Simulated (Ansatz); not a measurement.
**Computed properties of LaZn**

LaZn:
```
CELL_PARAMETERS angstrom
      3.68880     0.00000     0.00000
      0.00000     3.68880     0.00000
      0.00000     0.00000     3.68880
ATOMIC_POSITIONS crystal
  Zn 0.00000 0.00000 0.00000
  La 0.50000 0.50000 0.50000
```

Space group Pm-3m (No. 221), CsCl type; conventional cell a = 3.689 Å, b = 3.689 Å, c = 3.689 Å, α = 90.00°, β = 90.00°, γ = 90.00°.

Method: PBEsol (plane waves, PAW; program Ansatz). Structure relaxed to zero pressure with the same functional. Other levels are named where they apply.

Cell and energy:

```yaml
volume_per_atom: 25.10 Å³
density: 6.76 g/cm³
Formation energy from the elements (no fitted shifts): -0.28 eV/atom
```

Electronic structure:

```yaml
electronic_character: metallic (no gap)
Density of states at the Fermi level: 0.97 states/eV per atom (mean over ±0.08 eV)
Gap with spin–orbit coupling: none (metallic)
```

Mechanics:

```yaml
Bulk modulus (Birch–Murnaghan fit): 52.8 GPa
Pressure derivative B′: 3.9
Elastic constants (relaxed ions, GPa): C11 = 73.4, C12 = 42.5, C44 = 38.4
mechanical_stability: stable (all eigenvalues of C positive)
hill_bulk_and_shear_moduli: 52.8 and 26.6 GPa
Young's modulus: 68.4 GPa
Poisson's ratio: 0.28
debye_temperature_from_the_elastic_constants: 225 K
```

Phonons:

```yaml
highest_zone_centre_frequency: 122 cm⁻¹
zone_centre_stability: no imaginary mode at Γ
```

The workflow started from an entry of the Crystallography Open Database (COD). Whether it is the stable phase at ambient conditions was not checked. Symmetry was held in the PBEsol relaxation. As this level gives no gap, shear constants depend on the k-mesh and smearing (Fermi–Dirac, 0.1 eV here). As this level gives no gap, phonon frequencies hold no LO–TO term and depend on the k-mesh and smearing (Fermi–Dirac, 0.1 eV here). The references are the lowest solids computed at this level, not always the standard phases. Spin–orbit coupling is left out wherever it is not named.

Potentials: the later of the program's two PAW sets.
